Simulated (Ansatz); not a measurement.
TlPt (P6/mmm): electronic heat capacity and spin susceptibility from the density of states

Computed with DFT PBE, scalar-relativistic, plane waves, PAW in Ansatz 0.2.0.

Settings: cutoff 420 eV, Γ-centred mesh 6×6×8 on the computed 6-atom cell, Gaussian smearing of 0.10 eV; no spin polarisation.

Relaxed cell: P6/mmm, a = 6.587 Å, b = 6.587 Å, c = 3.981 Å, α = 90.00°, β = 90.00°, γ = 120.00°, 6 atoms in the primitive cell. Whether it is the stable form of this composition wasn't checked.

The density of states at the Fermi level is 3.685 states/eV in the cell of 6 atoms (3 formula units; both spins, tetrahedra on a 9×9×12 mesh).

**Question.** What Sommerfeld coefficient and Pauli susceptibility does this give?

**Answer.** Per formula unit N(E_F) = 1.228 states/eV. γ = (π²/3) k_B² N(E_F) N_A = 2.357 mJ/(mol K²) per state/eV, so γ = 2.9 mJ/(mol K²), a mole of formula units. χ_P = μ_B² N(E_F) N_A = 3.23×10⁻⁵ emu/mol per state/eV gives 4.0×10⁻⁵ emu/mol. This is the bare band result: a measured γ of the same phase is as a rule larger by a factor 1 + λ from phonons and spin fluctuations, the spin part of χ is larger by the Stoner factor, and a measured χ also holds orbital and core terms. N(E_F) at one energy is sensitive to the mesh where the density of states has sharp peaks.

Spin-orbit coupling is left out, which matters for the bands of heavy elements.

Cost: 1 run of about 1.9 core-minutes, on Arm Neoverse V2 (shared hosts).